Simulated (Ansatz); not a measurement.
An element in the fcc structure gives these cold pressures by all-electron LAPW under PBEsol (Ansatz 0.2.0, scalar-relativistic, no spin polarisation).

| V (Å³/atom) | P (GPa) |
| --- | --- |
| 18.14 | -0.04 |
| 17.24 | 9.74 |
| 15.42 | 37.4 |
| 13.61 | 81.3 |
| 11.79 | 155.3 |
| 9.98 | 286.4 |
| 8.16 | 557.9 |
| 7.26 | 819.9 |

(1) Which element is it?

Answers

(1) Nb. Its zero-pressure volume in this structure is near 18.1 Å³/atom; the volume and the steepness of P(V) together point to it, though neighbours can come close. Other candidates weren't computed, and some may come near.
